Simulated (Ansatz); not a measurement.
Molecular dynamics on a 1×1×1 supercell (8 atoms) of KNa3H4 (Pm-3m), relaxed with r2SCAN. Forces come from r2SCAN in Ansatz: Langevin thermostat and barostat (NPT), 2200 K, steps of 1 fs. Classical nuclei, no spin polarisation; a few dozen steps show the first response, not equilibrium.

```yaml
crystal:
  lattice:
    - [5.0779931717, 0.0, 0.0]
    - [0.0, 5.0779931717, 0.0]
    - [0.0, 0.0, 5.0779931717]
  atoms:
    - { symbol: K, position: [0.5, 0.5, 0.5] }
    - { symbol: Na, position: [0.0, 0.0, 0.5] }
    - { symbol: Na, position: [0.0, 0.5, 0.0] }
    - { symbol: Na, position: [0.5, 0.0, 0.0] }
    - { symbol: H, position: [0.0, 0.0, 0.0] }
    - { symbol: H, position: [0.5, 0.5, 0.0] }
    - { symbol: H, position: [0.5, 0.0, 0.5] }
    - { symbol: H, position: [0.0, 0.5, 0.5] }
kpoints:
  mp_grid: { grid: [4, 4, 4] }
hamiltonian:
  xc: r2scan
scf:
  occupations: { method: fermi_dirac, width: 0.19 }
md:
  ensemble: npt_langevin
  temperature: 2200
  timestep: 1.0
  n_steps: 20
  initial_velocities: maxwell_boltzmann
  seed: 1662
```

Run as `ansatz run input.yaml --threads 4 --pin off --max-ram 4608MiB --backend cpu --events-out ev --progress --plain --runs-dir out`. It took 4 min on 4 threads of Arm Neoverse N1 (shared host), load about 0.8 per core; peak host memory 0.83 GiB.

```csv
step,t (fs),T (K),free energy F from step 0 (meV/atom),kinetic energy (meV/atom),pressure (GPa),volume (Å³/atom),largest force (eV/Å)
0,0,1925,0.0,248.8,1.64,16.37,0.00
1,1,1836,2.7,237.3,1.62,16.37,0.22
2,2,1794,10.7,231.9,1.75,16.36,0.45
3,3,1783,23.3,230.4,2.00,16.35,0.65
4,4,1866,39.9,241.1,2.42,16.34,0.83
5,5,1573,59.6,203.4,2.60,16.33,0.98
6,6,1306,79.9,168.9,2.83,16.32,1.09
7,7,1129,99.7,145.9,3.13,16.31,1.17
8,8,957,118.2,123.7,3.41,16.30,1.23
9,9,766,133.9,99.0,3.62,16.29,1.38
10,10,640,146.3,82.7,3.83,16.29,1.51
11,11,599,156.2,77.5,4.06,16.29,1.64
12,12,492,162.1,63.6,4.17,16.28,1.73
13,13,462,163.1,59.7,4.25,16.28,1.76
14,14,488,161.4,63.1,4.33,16.27,1.73
15,15,452,158.4,58.4,4.31,16.26,1.63
16,16,553,151.4,71.5,4.31,16.24,1.45
17,17,549,141.3,70.9,4.14,16.24,1.22
18,18,611,130.4,79.0,3.99,16.23,1.06
19,19,728,118.0,94.1,3.85,16.23,0.95
20,20,757,105.8,97.8,3.63,16.23,0.83
```

The temperature starts at 1925 K, is lowest at step 15 (452 K, 15 fs) and ends at 757 K. The thermostat hasn't had time to restore it. The atoms start on their lattice sites with kinetic energy alone, so much of it first passes into potential energy. The first value is 7/8 of the setting, since velocities are drawn without the motion of the centre of mass and T is counted over all atoms.

Positions (Å) and forces (eV/Å) at step 20:
```
cell (Å): 5.064 0.000 0.000; 0.000 5.064 0.000; 0.000 0.000 5.064
K    2.530   2.489   2.469     0.099   0.169   0.382
Na  -0.097   0.072   2.573     0.048  -0.536   0.072
Na   0.042   2.574  -0.050    -0.660  -0.220  -0.026
Na   2.499  -0.049   0.203    -0.132  -0.045  -0.723
H   -0.499  -0.459  -0.342     0.373   0.313   0.315
H    1.990   2.548  -0.034     0.802  -0.126   0.150
H    2.883   0.004   2.180    -0.517  -0.132   0.365
H    0.015   2.020   2.957    -0.014   0.577  -0.535
```
